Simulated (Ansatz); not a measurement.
Q: Each is relaxed and computed with PBE in the plane-wave PAW code Ansatz. Which is the only metal?
A) SiGe, Pmma (Si on 2e, Si on 2f, Ge on 2e, Ge on 2f)
B) GePt, CsCl type
C) GeS2, R-3m (Ge on 3a, S on 6c)
D) TlCl, CsCl type

A: B, GePt, CsCl type. GePt: metal; SiGe: gap 0.37 eV (indirect); TlCl: gap 2.20 eV (direct); GeS2: gap 0.67 eV (indirect). Constructed cells (a structure type filled with these elements, in neither database checked): GePt, CsCl type; GeS2, R-3m (Ge on 3a, S on 6c). Typed or built starts, not in the databases checked: SiGe, Pmma (Si on 2e, Si on 2f, Ge on 2e, Ge on 2f). Weakly bound layers, chains or molecules computed without a dispersion correction, so cells and soft constants are ill determined: GeS2, R-3m (Ge on 3a, S on 6c). All cells were relaxed under the symmetry of their starts (and spin orders); stability against distortions was not tested throughout. Rows with no word on spin ran without spin polarisation. Spin–orbit coupling is left out wherever it is not named.

Potentials: the later of the program's two PAW sets.
